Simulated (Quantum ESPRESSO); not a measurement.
Sn3Hf2Ir2Ta, input and log of a self-consistent run

A calculation, not a measurement. The program is pw.x of Quantum ESPRESSO 7.5 (plane-wave density functional theory). The cell is made up: eight metal atoms on a face-centred cubic lattice, with elements, volume, strain and displacements drawn at random and not relaxed, so it may be unstable or far from any real phase. PseudoDojo standard norm-conserving files set the functional (PBE unless stated); there is no spin polarisation or spin-orbit coupling, the Fermi-Dirac width of 0.25 eV means electrons at about 2900 K, and the masses in the input are unused placeholders. The tin pseudopotential is less sure than most, with forces differing by about three percent from a second method on plain tin. Heavy elements are run without spin-orbit coupling, which real alloys of them have. A spin test at this wide smearing found no moment, but such smearing suppresses magnetism that the real alloy may have.

Input:

```
&control calculation='scf', pseudo_dir='./dojo.nc.sr.pbe.v0_5.standard.upf', outdir='./o', disk_io='minimal', tprnfor=.true., tstress=.true. /
&system ibrav=0, nat=8, ntyp=4, nbnd=71, ecutwfc=72.02867146, nosym=.true., tot_charge=0,
 occupations='smearing', smearing='fd', degauss=0.0183746611
/
&electrons conv_thr=1.470e-08, electron_maxstep=70, mixing_beta=0.5 /
ATOMIC_SPECIES
Hf 1.0 Hf.upf
Ir 1.0 Ir.upf
Sn 1.0 Sn.upf
Ta 1.0 Ta.upf
CELL_PARAMETERS angstrom
0.0494 -2.1725 -2.1096
-6.3395 -2.1031 0.0787
-2.0587 4.279 -6.2134
ATOMIC_POSITIONS angstrom
Sn 0.1464 0.1212 -0.0713
Sn -1.9886 2.1849 -4.31
Hf -1.9723 0.0613 -2.0906
Hf -4.022 2.0933 -6.1183
Ir -4.1212 0.124 -3.9983
Sn -4.0726 -2.1862 -1.9906
Ir -6.1675 -0.0857 -6.0524
Ta -6.3533 -1.9624 -4.2054
K_POINTS automatic
8 4 3 1 1 1
```

The log is shortened where brackets say so; the opening notice, blank lines, dates and the lines on written files are dropped, and the path of the files is cut. It prints rydbergs, bohrs and kilobars, and counts compression as positive stress. Its total energy is the free energy E - TS of the whole cell.

```
     Program PWSCF v.7.5
     Parallel version (MPI & OpenMP), running on       4 processor cores
     Number of MPI processes:                 4
     Threads/MPI process:                     1
     [start-up lines left out]
     bravais-lattice index     =            0
     lattice parameter (alat)  =       5.7233  a.u.
     unit-cell volume          =    1031.9262 (a.u.)^3
     number of atoms/cell      =            8
     number of atomic types    =            4
     number of electrons       =       113.00
     number of Kohn-Sham states=           71
     kinetic-energy cutoff     =      72.0287  Ry
     charge density cutoff     =     288.1147  Ry
     scf convergence threshold =      1.5E-08
     mixing beta               =       0.5000
     number of iterations used =            8  plain     mixing
     Exchange-correlation= PBE
                           (   1   4   3   4   0   0   0)
     [axes and pseudopotential details left out]
   Cartesian axes
     site n.     atom                  positions (alat units)
         1        Sn     tau(   1) = (   0.0483387   0.0400181  -0.0235420  )
         2        Sn     tau(   2) = (  -0.6566002   0.7214149  -1.4230850  )
         3        Hf     tau(   3) = (  -0.6512182   0.0202402  -0.6902788  )
         4        Hf     tau(   4) = (  -1.3279925   0.6911703  -2.0201533  )
         5        Ir     tau(   5) = (  -1.3607466   0.0409426  -1.3201672  )
         6        Sn     tau(   6) = (  -1.3446997  -0.7218442  -0.6572605  )
         7        Ir     tau(   7) = (  -2.0363983  -0.0282966  -1.9983943  )
         8        Ta     tau(   8) = (  -2.0977461  -0.6479494  -1.3885479  )
     number of k points=    48  Fermi-Dirac smearing, width (Ry)=  0.0184
                       cart. coord. in units 2pi/alat
        k(    1) = (  -0.0552184  -0.0163382  -0.0741953), wk =   0.0416667
        k(    2) = (   0.0056210  -0.1928737   0.1090284), wk =   0.0416667
     [further k points left out]
     Dense  grid:    85265 G-vectors     FFT dimensions: (  32,  72,  80)
     Estimated max dynamical RAM per process >     301.14 MB
     Estimated total dynamical RAM >       1.12 GB
     Initial potential from superposition of free atoms
     starting charge     112.9904, renormalised to     113.0000
     Starting wfcs are   77 randomized atomic wfcs
     total cpu time spent up to now is        5.6 secs
     per-process dynamical memory:   228.9 Mb
     Self-consistent Calculation
     iteration #  1     ecut=    72.03 Ry     beta= 0.50
     Davidson diagonalization with overlap
     ethr =  1.00E-02,  avg # of iterations =  3.4
     Threshold (ethr) on eigenvalues was too large:
     Diagonalizing with lowered threshold
     Davidson diagonalization with overlap
     ethr =  4.76E-04,  avg # of iterations =  2.1
     total cpu time spent up to now is       27.6 secs
     total energy              =   -1289.10763141 Ry
     estimated scf accuracy    <       0.53539259 Ry
     iteration #  2     ecut=    72.03 Ry     beta= 0.50
     Davidson diagonalization with overlap
     ethr =  4.74E-04,  avg # of iterations =  4.4
     total cpu time spent up to now is       40.4 secs
     total energy              =   -1288.51649546 Ry
     estimated scf accuracy    <      10.44458584 Ry
     iteration #  3     ecut=    72.03 Ry     beta= 0.50
     Davidson diagonalization with overlap
     ethr =  4.74E-04,  avg # of iterations =  3.0
     total cpu time spent up to now is       52.0 secs
     total energy              =   -1289.31561268 Ry
     estimated scf accuracy    <       0.43102949 Ry
     iteration #  4     ecut=    72.03 Ry     beta= 0.50
     Davidson diagonalization with overlap
     ethr =  3.81E-04,  avg # of iterations =  2.0
     total cpu time spent up to now is       62.1 secs
     total energy              =   -1289.35346058 Ry
     estimated scf accuracy    <       0.05310324 Ry
     iteration #  5     ecut=    72.03 Ry     beta= 0.50
     Davidson diagonalization with overlap
     ethr =  4.70E-05,  avg # of iterations =  4.5
     total cpu time spent up to now is       74.4 secs
     total energy              =   -1289.34994322 Ry
     estimated scf accuracy    <       0.16350036 Ry
     [iterations 6 to 12 left out]
     iteration # 13     ecut=    72.03 Ry     beta= 0.50
     Davidson diagonalization with overlap
     ethr =  4.63E-09,  avg # of iterations =  2.0
     total cpu time spent up to now is      159.6 secs
     total energy              =   -1289.36489281 Ry
     estimated scf accuracy    <       0.00000624 Ry
     iteration # 14     ecut=    72.03 Ry     beta= 0.50
     Davidson diagonalization with overlap
     ethr =  4.63E-09,  avg # of iterations =  1.0
     total cpu time spent up to now is      168.7 secs
     total energy              =   -1289.36489330 Ry
     estimated scf accuracy    <       0.00000006 Ry
     iteration # 15     ecut=    72.03 Ry     beta= 0.50
     Davidson diagonalization with overlap
     ethr =  5.54E-11,  avg # of iterations =  4.8
     total cpu time spent up to now is      181.2 secs
     total energy              =   -1289.36489332 Ry
     estimated scf accuracy    <       0.00000002 Ry
     iteration # 16     ecut=    72.03 Ry     beta= 0.50
     Davidson diagonalization with overlap
     ethr =  1.88E-11,  avg # of iterations =  2.1
     total cpu time spent up to now is      191.5 secs
     total energy              =   -1289.36489332 Ry
     estimated scf accuracy    <       0.00000003 Ry
     iteration # 17     ecut=    72.03 Ry     beta= 0.50
     Davidson diagonalization with overlap
     ethr =  1.88E-11,  avg # of iterations =  1.9
     total cpu time spent up to now is      201.2 secs
     End of self-consistent calculation
     [lines on levels left out]
!    total energy              =   -1289.36489332 Ry
     estimated scf accuracy    <          5.2E-09 Ry
     smearing contrib. (-TS)   =      -0.07970339 Ry
     internal energy E=F+TS    =   -1289.28518992 Ry
     The total energy is F=E-TS. E is the sum of the following terms:
     one-electron contribution =    -290.82137348 Ry
     hartree contribution      =     216.26302712 Ry
     xc contribution           =    -306.82836019 Ry
     ewald contribution        =    -907.89848338 Ry
     convergence has been achieved in  17 iterations
     Forces acting on atoms (cartesian axes, Ry/au):
     atom    1 type  3   force =    -0.02245693   -0.01822697    0.02691696
     atom    2 type  3   force =     0.01777372   -0.02005076    0.05738972
     atom    3 type  1   force =    -0.05313542    0.02819385   -0.02541474
     atom    4 type  1   force =    -0.07219762   -0.03166754    0.00395486
     atom    5 type  2   force =    -0.02404141   -0.02090410    0.01378842
     atom    6 type  3   force =     0.02992480    0.03983246   -0.04177565
     atom    7 type  2   force =     0.01320015    0.03002577   -0.03993522
     atom    8 type  4   force =     0.11093271   -0.00720270    0.00507565
     Total force =     0.191192     Total SCF correction =     0.000380
     Computing stress (Cartesian axis) and pressure
          total   stress  (Ry/bohr**3)                   (kbar)     P=       51.35
   0.00030498   0.00001350   0.00009929           44.86        1.99       14.61
   0.00001350   0.00028982   0.00017516            1.99       42.63       25.77
   0.00009929   0.00017516   0.00045244           14.61       25.77       66.56
     init_run     :      5.05s CPU      5.21s WALL (       1 calls)
     electrons    :    192.01s CPU    195.54s WALL (       1 calls)
     forces       :      1.79s CPU      1.81s WALL (       1 calls)
     stress       :      6.01s CPU      6.15s WALL (       1 calls)
     [timing details left out]
     PWSCF        :   3m25.31s CPU   3m29.18s WALL
     JOB DONE.
```

In other units: free energy -17542.703 eV for the cell, pressure 5.14 GPa, largest force component 2.852 eV/Å in size. The run took 211 s of wall time with four MPI processes on a shared machine (Intel Xeon, 2023 or later, virtual cores), so the time is rough. A rerun of this cell at a higher cutoff and on a denser mesh moved values by no more than 0.007 eV in energy, 0.05 GPa in stress and 0.014 eV/Å in force, and a second program with other atomic files agreed on that cell to 2 % rms in force and 0.5 GPa in pressure.